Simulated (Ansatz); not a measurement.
V2Si in space group P6_3/mmc (No. 194; Si on 2c, V on 2a, V on 2d), the program Ansatz at the PBE level (PAW), all energies at zero smearing, with the estimated change up to a 700 eV cutoff added, with one set of potentials and settings (totals compare only within such a set). Cell of 6 atoms (2 Si, 4 V): -12923.458 eV.

```csv
element,reference phase,E (eV/atom)
Si,"Fd-3m, 2 atoms in the cell",-635.8096
V,"Im-3m, 1 atoms in the cell",-2912.4140
```

Formation energy per atom, worked out: (-12923.458 − 2×(-635.8096) − 4×(-2912.4140))/6 = -0.364 eV/atom (-35 kJ per mol of atoms), at 0 K, without zero-point energy or fitted corrections.

A made-up cell: these elements were put on the sites of a structure type; neither database checked (COD, Materials Project) lists it. Whether it is the stable phase at ambient conditions was not checked. The cell was relaxed with PBE under the symmetry of its start; whether a distortion lowers the energy is not shown. The workflow began spin-polarised and lost its moments. The references are the lowest solids computed at this level, not always the standard phases.

Potentials: the later of the program's two PAW sets.
